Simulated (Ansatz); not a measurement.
The relaxed structure here is a generated cell of Ti2AlC: the first start was made by placing the elements on the sites of a structure type, and the end was not matched to a known phase here, so it may be hypothetical.

The end point of a relaxation of Ti2AlC. Space group R-3m (No. 166), AFLOW prototype ABC2_hR4_166_a_b_c (F5_1, as in NaCrS2). Level of theory: PBEsol (plane waves to 420 eV, PAW, scalar-relativistic; Ansatz, a first-principles code).

```xyz
4
Lattice="1.5191 0.8770 6.8473 -1.5191 0.8770 6.8473 0.0000 -1.7541 6.8473" Properties=species:S:1:pos:R:3 pbc="T T T"
C      0.0000     0.0000     0.0000
Al     0.0000     0.0000    10.2709
Ti     0.0000     0.0000     5.7108
Ti     0.0000     0.0000    14.8310
```

For Ti2AlC, the volume per atom comes out as 13.68 Å³. The band gap is no gap (metallic) and the shortest distances is C–Ti 2.09 Å; Ti–Ti 2.87 Å; Al–Ti 2.88 Å; C–C 3.04 Å. The k-mesh comes out as 18×18×18.

Band energies at high-symmetry points (eV from the Fermi level; labels of this space group; no spin-orbit coupling), from −5 eV up to 1.4 eV:

| point | energies |
|---|---|
| Γ | -2.48 -2.48 -1.62 0.25 0.76 0.76 |
| T | -4.66 -2.49 -2.48 -2.48 0.50 0.78 0.78 |
| H2 | -4.05 -3.94 -2.90 -2.36 -1.69 -1.50 -0.89 0.67 1.26 |
| H0 | -4.05 -3.94 -2.90 -2.36 -1.69 -1.50 -0.89 0.67 1.26 |
| L | -4.97 -3.43 -3.09 -2.96 -2.54 -1.44 -0.62 |
| S0 | -4.03 -3.96 -2.89 -2.36 -1.76 -1.45 -0.89 0.62 1.34 |
| S2 | -4.03 -3.96 -2.89 -2.36 -1.76 -1.45 -0.89 0.62 1.34 |
| F | -3.44 -3.07 -2.55 -2.52 -1.53 -0.59 0.92 |

No spin polarisation in the result. The relaxed primitive cell holds an odd number of electrons. A magnetic state may lie lower.

The run could not lose the symmetry of its start; a randomly shaken copy of 8 atoms returns to this structure.
